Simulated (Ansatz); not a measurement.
## Ansatz 0.2.0, relaxation: TaSn$_{2}$

input.yaml:

```yaml
crystal:
  lattice:
    - [0.0, 5.631556, 0.0]
    - [0.0, -2.815778, 9.594559]
    - [4.903597, 2.815778, 0.0]
  atoms:
    - { symbol: Ta, position: [0.126, 0.252, 0.0] }
    - { symbol: Ta, position: [0.874, 0.748, 0.0] }
    - { symbol: Ta, position: [0.124, 0.248, 0.5] }
    - { symbol: Ta, position: [0.376, 0.752, 0.5] }
    - { symbol: Sn, position: [0.833, 0.0, 0.334] }
    - { symbol: Sn, position: [0.167, 0.0, 0.666] }
    - { symbol: Sn, position: [0.417, 0.5, 0.166] }
    - { symbol: Sn, position: [0.083, 0.5, 0.834] }
    - { symbol: Sn, position: [0.417, 0.834, 0.0] }
    - { symbol: Sn, position: [0.583, 0.166, 0.0] }
    - { symbol: Sn, position: [0.833, 0.666, 0.5] }
    - { symbol: Sn, position: [0.667, 0.334, 0.5] }
  symmetry: { tolerance: 0.0003 }
kpoints:
  mp_grid: { grid: [4, 4, 4], shift: [0, 0, 0] }
magnetization:
  spin_polarized: false
scf:
  occupations: { method: fermi_dirac }
  lower_state_search: "off"
hamiltonian:
  pseudopotentials: { kind: paw }
  xc: r2scan
basis:
  ecutwfc: 500
  fft_grid_basis: typed
relax:
  max_steps: 40
  cell: { p_target: 20.0 }
output:
  forces: true
  stress: true
  eigenvalues: true
  bader: true
  populations: true
  elf: true
  write_potential: true
  volumetric_format: npy
  dos:
    e_range: [-12, 8]
    de: 0.05
    projected: { site_lists: { Sn: [Sn], Ta: [Ta] } }
  write_density: true
checkpoint:
  read: saved_state
```

Launch command:

```bash
ansatz run input.yaml --threads 2 --pin off --max-ram 2560MiB --backend cpu --events-out ev --progress --plain --runs-dir out
```

Origin of the cell: a database entry, scaled a little.

The smearing width isn't typed, so it takes its default of 0.1 eV.

The saved state is a converged single point of the same cell.

Steps («new basis» is an SCF on plane waves selected anew at the same cell):

```csv
step,ΔH (meV/atom),max force component (eV/Å),P (GPa),volume (Å³),SCF iterations,step was
1,0.0,0.468,1.66,264.95,5,accepted
2,-148.3,0.489,26.57,228.18,8,accepted
3,-164.9,0.134,19.18,235.84,7,accepted
4,-165.3,0.082,19.75,235.24,7,accepted
5,-165.4,0.063,19.91,235.00,6,accepted
6,-165.6,0.003,20.00,234.89,5,accepted
7,-165.3,0.003,19.99,234.89,7,new basis
```

The starting structure.

Space group Fddd (No. 70); the run's cell has a = 5.632 Å, b = 9.999 Å, c = 5.655 Å, α = 98.06°, β = 60.13°, γ = 106.36°. Shortest distances: Ta–Ta 2.83 Å, Sn–Ta 2.88 Å, Sn–Sn 3.19 Å.

The relaxed structure.

Space group Fddd (No. 70); the run's cell has a = 5.378 Å, b = 9.656 Å, c = 5.423 Å, α = 97.94°, β = 60.28°, γ = 106.17°. Shortest distances: Ta–Ta 2.71 Å, Sn–Ta 2.76 Å, Sn–Sn 2.90 Å.

```xyz
12
Lattice="0.0000 5.3778 0.0000 0.0000 -2.6889 9.2742 4.7097 2.6889 0.0000" Properties=species:S:1:pos:R:3 pbc="T T T"
Ta    0.0000    0.0000    2.3503
Ta    0.0000    2.6889    6.9239
Ta    2.3549    1.3444    2.2868
Ta    2.3549    1.3444    6.9874
Sn    1.6035    5.3778    0.0000
Sn    3.1062    2.6889    0.0000
Sn    0.7513    1.3444    4.6371
Sn    3.9584    1.3444    4.6371
Sn    0.0000    0.0000    7.8233
Sn    0.0000    2.6889    1.4509
Sn    2.3549    4.0333    6.0880
Sn    2.3549    4.0333    3.1862
```

```yaml
Enthalpy_lowered_by: 165.3 meV/atom
Volume_change: -11.34 %
Final_pressure: 19.99 GPa
Relaxation_steps_listed: 7
```

Caveats: no moments, though an odd count or open d shells may carry them; no spin-orbit coupling, though heavy elements are present; the k mesh is coarse if the cell is a metal; the relaxation held the start's symmetry, so the end may be a saddle point.

Time: 3.1 min on 2 threads of AMD EPYC 9R45 96-Core Processor (Zen 5), with other jobs on the host, peak memory 1.7 GiB, from a saved density.
